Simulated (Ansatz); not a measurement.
**OsSb (rocksalt structure)**

The computed numbers are results of PBE, scalar-relativistic (no spin polarisation) in the plane-wave PAW code Ansatz at 420 eV, Γ-centred 12×12×12 mesh, 0.05 eV Gaussian smearing. The datasets are Ansatz's generated set soft_2.

```xyz
2
Lattice="0.0000 2.7136 2.7136 2.7136 0.0000 2.7136 2.7136 2.7136 0.0000" Properties=species:S:1:pos:R:3 pbc="T T T"
Os    2.7136    2.7136    2.7136
Sb    0.0000    0.0000    0.0000
```

The structure was built from a prototype; whether the compound forms in it isn't claimed.

The cell is relaxed to zero pressure at this level.

The cell has space group Fm-3m (read at 0.01 Å). In it the stress is -0.11, -0.11, -0.11, 0.00, 0.00, 0.00 GPa and the largest force component 0.000 eV/Å. Each change below starts from this cell, without further relaxation. Stress is in GPa, positive in compression, in the order xx, yy, zz, yz, xz, xy; energies are counted from the cell above and are free energies with the smearing's entropy, which match forces and stress in a metal.

One atom was moved along a Cartesian axis, and these forces appeared. Which atom, and about how far?
```tsv
atom	Fx (eV/Å)	Fy	Fz
Os1	0.000	0.000	0.484
Sb2	0.000	0.000	-0.484
```

Atom 2 (Sb) is moved by 0.12 Å along z; the energy changes by 27.5 meV per cell. Moving the other atom the opposite way is the same thing.

One atom was moved along a Cartesian axis, and these forces appeared. Which atom, and about how far?
```
atom  Fx (eV/Å)     Fy     Fz
 Os1     -0.073  0.000  0.000
 Sb2      0.073  0.000  0.000
```

Atom 1 (Os) is moved by 0.02 Å along x; the energy changes by 0.7 meV per cell. Moving the other atom the opposite way is the same thing.

A single strain component, atoms carried along, gave the stress 3.28, 0.57, 0.57, 0.00, 0.00, 0.00. Which component, and about how large?

An engineering strain of -1 % in xx; the energy changes by 3.9 meV per cell.

What stress follows from an engineering strain of -2 % in xx, atoms carried along?

7.13, 1.30, 1.30, 0.00, 0.00, 0.00 GPa; the energy changes by 16.7 meV per cell.
The change of the stress over the strain gives a clamped-atom stiffness of about 362 GPa for this component, a secant value that lies under the elastic constant in tension and over it in compression, by several per cent for each per cent of strain.
In a harmonic crystal the energy would rise by V(½Cε² − σ₀ε), with σ₀ the stress of the unstrained cell, = 17.5 meV, close to the run's value; the rest has the sign of the anharmonic part, which a secant stiffness overstates.

All atoms and the cell are disturbed at random:
```xyz
2
Lattice="-0.0262 2.7386 2.6843 2.7169 -0.0352 2.6933 2.6906 2.7213 -0.0089" Properties=species:S:1:pos:R:3 pbc="T T T"
Os    2.5796    2.9870    2.5869
Sb    0.1110   -0.2747    0.0974
```
Give the energy change, the stress and the forces.

1286.1 meV per cell; stress 4.54, 71.52, 3.64, 6.56, -2.02, 6.71 GPa.
| atom | Fx (eV/Å) | Fy | Fz |
| --- | --- | --- | --- |
| Os1 | 0.429 | -7.532 | 0.423 |
| Sb2 | -0.429 | 7.532 | -0.423 |

All atoms and the cell are disturbed at random:
```xyz
2
Lattice="-0.0046 2.7485 2.7015 2.6879 -0.0010 2.6980 2.6758 2.7328 0.0111" Properties=species:S:1:pos:R:3 pbc="T T T"
Os    2.6378    2.5949    2.8155
Sb    0.0418    0.1453   -0.1102
```
Give the energy change, the stress and the forces.

280.2 meV per cell; stress 2.11, 17.40, 12.67, 2.36, 1.14, -1.01 GPa.
```
atom  Fx (eV/Å)      Fy      Fz
 Os1      0.332   1.311  -1.275
 Sb2     -0.332  -1.311   1.275
```

Spin–orbit coupling, which matters for such heavy elements, is left out. The cell is a metal with an odd number of electrons, and spin polarisation wasn't tried.
